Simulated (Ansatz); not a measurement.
TaAs:
Space group I4₁md (No. 109); a = b = 3.463 Å, c = 11.735 Å, α = β = γ = 90.00°

```
atom  site  symmetry       x       y       z
----  ----  --------  ------  ------  ------
Ta      4a      2mm.  0.0000  0.0000  0.7502
As      4a      2mm.  0.0000  0.0000  0.3324
```
(The calculation used a cell of 4 atoms; values per cell refer to that cell.)

Relaxed with PBE.

**Question.** Decompose the optical modes at the zone centre into irreducible representations, and say which are infrared and Raman allowed.

**Answer.** Point group 4mm: Γ_opt = A1 + 2B1 + 3E. Infrared: A1, E. Raman: A1, B1, E.

**Question.** Assign frequencies (DFPT, plane-wave PAW PBE (Ansatz code)).

**Answer.** E 122, B1 162, E 223, A1 242, E 249, B1 251 cm⁻¹.

Subscripts of B labels follow the axes of the standard setting.

Space group I4_1md. Symmetry was held in the PBE relaxation; of distortions, only those at the zone centre were tested. No spin polarisation was allowed. A small band overlap can be real or an error of a semilocal functional. As this level gives no gap, phonon frequencies hold no LO–TO term and depend on the k-mesh and smearing (Fermi–Dirac, 0.1 eV here). Spin–orbit coupling is left out wherever it is not named.

Potentials: the later of the program's two PAW sets.
